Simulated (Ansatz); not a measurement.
Data:

KF:
```cif
data_FK
_chemical_formula_sum 'K1 F1'
_space_group_name_H-M_alt 'P 1'
_space_group_IT_number 1
_cell_length_a 3.83305
_cell_length_b 3.83305
_cell_length_c 3.83305
_cell_angle_alpha 60.000
_cell_angle_beta 60.000
_cell_angle_gamma 60.000
loop_
_space_group_symop_operation_xyz
  'x, y, z'
loop_
_atom_site_label
_atom_site_type_symbol
_atom_site_fract_x
_atom_site_fract_y
_atom_site_fract_z
_atom_site_occupancy
K1 K 0.00000 0.00000 0.00000 1
F1 F 0.50000 0.50000 0.50000 1
```

This is the PBE-relaxed structure.

Q: All from PBE in the plane-wave PAW code Ansatz, unless another level is named. Estimate the highest zone-centre frequency (without LO–TO term).

A: 165 cm⁻¹.

Q: And the Young's modulus?

A: 41.9 GPa.

Q: Give the vibrational entropy at 300 K.

A: 35.0 J/(K·mol of atoms).

Q: Next, the zero-point energy?

A: 28.2 meV/atom.

Space group Fm-3m (rock salt). The PBE relaxation kept the symmetry of its start; phonons on a q-mesh show no instability.

Potentials: the later of the program's two PAW sets.
